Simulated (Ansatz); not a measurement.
Values for one crystal, relaxed and computed with r²SCAN (plane waves, PAW; program Ansatz); other levels are named.

```yaml
volume_per_atom: 15.16 Å³
electronic_character: metallic (no gap)
Formation energy from the elements (no fitted shifts): -0.64 eV/atom
Density of states at the Fermi level: 0.63 states/eV per atom (mean over ±0.08 eV)
```

Task: Which compound is it?
A. YTiSi, P4/nmm (Y on 2c, Ti on 2a, Si on 2c)
B. W2N3, Cm (Pearson symbol mS20)
C. Ti5Se4, I4/m (Ti on 2a, Ti on 8h, Se on 8h)
D. Ti3InC, anti-perovskite

Result: D, Ti3InC, anti-perovskite

Space group Pm-3m (anti-perovskite). The workflow started from a Materials Project entry (that database holds measured and hypothetical structures alike); the Crystallography Open Database copy checked does not list it. Whether it is the stable phase at ambient conditions was not checked. Symmetry was held in the r²SCAN relaxation; its stability against distortions is not shown here. No spin polarisation was allowed. The references are the lowest solids computed at this level, not always the standard phases. Scalar-relativistic: spin–orbit coupling is off unless named, which matters more the heavier the elements.

Potentials: the earlier of the program's two PAW sets.
